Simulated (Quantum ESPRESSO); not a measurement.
Simulation results for ZnGa₂F₈ (made-up cell, one site empty)

All values are calculated (Quantum ESPRESSO 7.5). Calculation on a made-up crystal cell, not a measurement: periodic Kohn-Sham density functional theory in plane waves with PseudoDojo standard norm-conserving scalar-relativistic pseudopotentials, each functional with its own files (v0.5 for PBE, v0.4.1 for LDA and PBEsol), no spin polarisation, no spin-orbit coupling, atoms not relaxed, stress positive in tension, energies less a fixed whole-eV offset for each atom's element; levels are Kohn-Sham levels at fractions of this cell's reciprocal vectors, counted from the reference band (half the neutral cell's valence electrons, rounded up) at Gamma; error bars cover cutoff and k-mesh only, not smearing or the files; each bar is the largest change over components, and at least 0.002 eV, 0.002 eV per angstrom or 0.02 GPa; added strain carries the atoms with the cell, and shear is the tensor component; no dispersion term; energies are for the whole cell, and the offsets were chosen from early runs and are not element reference energies.

```cif
# cell vector a (Å): 4.8128 0.0000 0.0000
# cell vector b (Å): 0.0000 4.8128 0.0000
# cell vector c (Å): 0.0000 0.0000 6.3609
data_ZnGa2F8
_symmetry_space_group_name_H-M 'P 1'
_symmetry_Int_Tables_number 1
_cell_length_a 4.8128
_cell_length_b 4.8128
_cell_length_c 6.3609
_cell_angle_alpha 90.000
_cell_angle_beta 90.000
_cell_angle_gamma 90.000
_cell_volume 147.34
loop_
_atom_site_label
_atom_site_type_symbol
_atom_site_fract_x
_atom_site_fract_y
_atom_site_fract_z
_atom_site_occupancy
Zn1 Zn 0.01752 0.99269 0.98436 1
Ga1 Ga 0.50613 0.50384 0.24517 1
Ga2 Ga 0.00025 0.99028 0.50255 1
F1 F 0.30568 0.30535 0.99561 1
F2 F 0.69220 0.70153 0.99843 1
F3 F 0.80841 0.20676 0.24635 1
F4 F 0.19342 0.79355 0.24231 1
F5 F 0.30903 0.30600 0.50513 1
F6 F 0.67690 0.70310 0.50336 1
F7 F 0.80099 0.20470 0.74791 1
F8 F 0.17778 0.80824 0.74854 1
_calc_lattice_type 'rutile, doubled along c'
_calc_empty_site 4
_calc_functional 'pbe'
_calc_cutoff 1143  # eV
_calc_fermi_dirac_smearing 0.025  # eV
_calc_scf_tolerance 1e-07  # eV
_calc_electrons_removed 0
_calc_added_strain_kind 'biaxial xx and yy'
_calc_added_strain -0.0172
_calc_k_mesh '5 x 5 x 4, shifted by half a step'
_calc_structure_shown 'before the added strain of -0.0172'
_calc_free_energy_less_offsets 39.02  # eV
_calc_scf_iterations 11
_calc_smearing_term_minus_ts 0  # eV
_calc_pressure -9.18  # GPa
_calc_stress_xx 6.299  # GPa
_calc_stress_yy 6.454  # GPa
_calc_stress_zz 14.79  # GPa
_calc_stress_yz -0.3905  # GPa
_calc_stress_xz -0.1368  # GPa
_calc_stress_xy 3.79  # GPa
_calc_reference_band 51
_calc_error_bar_energy 0.003448  # eV
_calc_error_bar_stress 0.02  # GPa
_calc_error_bar_force 0.002  # eV/angstrom
_calc_error_bar_next_band_up 0.002  # eV
_calc_error_bars_from 'tighter rerun of a related cell'
```

Atoms:
```tsv
atoms element	atom site	atom energy offset (eV)
Zn	1	-5687
Ga	2	-2080
Ga	3	-2080
F	5	-677
F	6	-677
F	7	-677
F	8	-677
F	9	-677
F	10	-677
F	11	-677
F	12	-677
```

Forces:
```tsv
site	x (eV/Å)	y (eV/Å)	z (eV/Å)
1	-0.7817	0.7389	-0.6331
2	-0.04429	-0.3179	-1.032
3	-0.3704	0.8095	2.464
5	0.4604	0.4169	2.068
6	-0.3648	-0.344	2.074
7	-0.04279	-0.08269	0.9155
8	0.01772	0.009742	1.237
9	-0.6172	-0.6663	-1.818
10	0.7638	0.5105	-1.71
11	1.006	-1.069	-1.469
12	-0.02677	-0.00617	-2.097
```

Levels:
```tsv
level k point	next band up (eV)
Gamma	2.206
(1/2,1/2,1/2)	4.09
(0.15,0,0)	2.464
(0,0.15,0)	2.46
(0,0,0.15)	2.351
```
